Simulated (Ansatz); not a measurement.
InAs (wurtzite, P6_3mc) at seven volumes, PBEsol (plane waves, PAW; program Ansatz), shape and atoms relaxed at each. One row is withheld.

```
V (Å³/atom)  P (GPa)
-----------  -------
25.639          6.53
26.484          3.98
27.330          1.83
28.175          0.01
29.020         -1.52
29.865             ?
30.711         -3.89
```

Problem. Fit the shown pressures and predict the withheld one.

Solution. P = (3/2)B₀(x^(7/2) − x^(5/2))[1 + (3/4)(B′ − 4)(x − 1)] with x = (V₀/V)^(2/3). Least squares on the six rows gives V₀ = 28.182 Å³/atom, B₀ = 55.3 GPa, B′ = 4.68. At V = 29.865, x = 0.9621 and P = -2.80 GPa. The run itself gave -2.81 GPa.

The first step of the workflow began from a Materials Project structure, measured or hypothetical; the Crystallography Open Database copy checked does not list it. It is not the phase usual at ambient conditions (space group No. 216). The PBEsol relaxation kept the symmetry of its start; of distortions, only those at the zone centre were tested.

Potentials: the later of the program's two PAW sets.
